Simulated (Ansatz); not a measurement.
C (graphite type, space group P6_3/mmc)

```
CELL_PARAMETERS angstrom
      2.45812     0.00000     0.00000
     -1.22906     2.12879     0.00000
      0.00000     0.00000     6.56486
ATOMIC_POSITIONS crystal
  C  0.00000 0.00000 0.25000
  C  0.00000 0.00000 0.75000
  C  0.33333 0.66667 0.25000
  C  0.66667 0.33333 0.75000
```

The slice is a (0001) plane (indices of the conventional cell) through the point (0.000, 0.000, 0.750) (fractional), spanned by u = [110] and v = [1 -1 0] in vectors of this cell: u (2.46 Å) and v (4.26 Å, at 90° to u). It covers one period; positions are fractions (u, v).

Calculation: PBEsol-D3(BJ) (plane waves to 420 eV, PAW, scalar-relativistic; Ansatz, an electronic-structure program). k mesh 15×15×5. Inside the PAW spheres the values are not all-electron values, and peaks at nuclei hang on which shells count as valence. C was relaxed with its symmetry unable to fall. The PAW data are Ansatz's earlier set.

Q: The ELF has a maximum in the middle third of the C–C line. Where, and how high?

A: 0.94, 0.7 Å from C.

Q: What is the valence density on the shortest C–C line in this plane (1.42 Å), at its midpoint?

A: 2.04 e/Å³.

Q: Sketch the valence electron density on this plane as a map.

A: 
```
|@@@@@@%%**++======++**%%@@@@|
|@@@@%%##++==::::::==++##%%@@|
|@@@@%%**==::..  ..::==**%%@@|
|@@@@%%**==::      ::==**%%@@|
|@@@@%%**==::..  ..::==**%%@@|
|@@@@%%##++==::::::==++##%%@@|
|@@@@@@%%**++======++**%%@@@@|
|%%@@@@@@%%##******##%%@@@@@@|
|@@@@@@@@@@%%%%%%%%%%@@@@@@@@|
|@@@@@@@@@@@@@@@@@@@@@@@@@@@@|
|%%%%%%@@@@@@@@@@@@@@@@@@%%%%|
|****##%%@@@@@@%%@@@@@@%%##**|
|====++**%%@@@@@@@@@@%%**++==|
|::::==++##%%@@@@@@%%##++==::|
|  ..::==**%%@@@@@@%%**==::..|
|    ::==**%%@@@@@@%%**==::  |
|  ..::==**%%@@@@@@%%**==::..|
|::::==++##%%@@@@@@%%##++==::|
|====++**%%@@@@@@@@@@%%**++==|
|****##%%@@@@@@%%@@@@@@%%##**|
|%%%%%%@@@@@@@@@@@@@@@@@@%%%%|
|@@@@@@@@@@@@@@@@@@@@@@@@@@@@|
|@@@@@@@@@@%%%%%%%%%%@@@@@@@@|
|%%@@@@@@%%##******##%%@@@@@@|
```
Scale: ten equal steps from -0.80 (start of ' ') to 0.33 (end of '@'), in the order ' .:-=+*#%@'. Values: log₁₀ of the valence density in e/Å³. The map has 14 points along u (two characters each, u = 0 at the left) and 24 along v (v = 0 in the bottom row). The scale is logarithmic, as a density can span decades between atoms and voids.
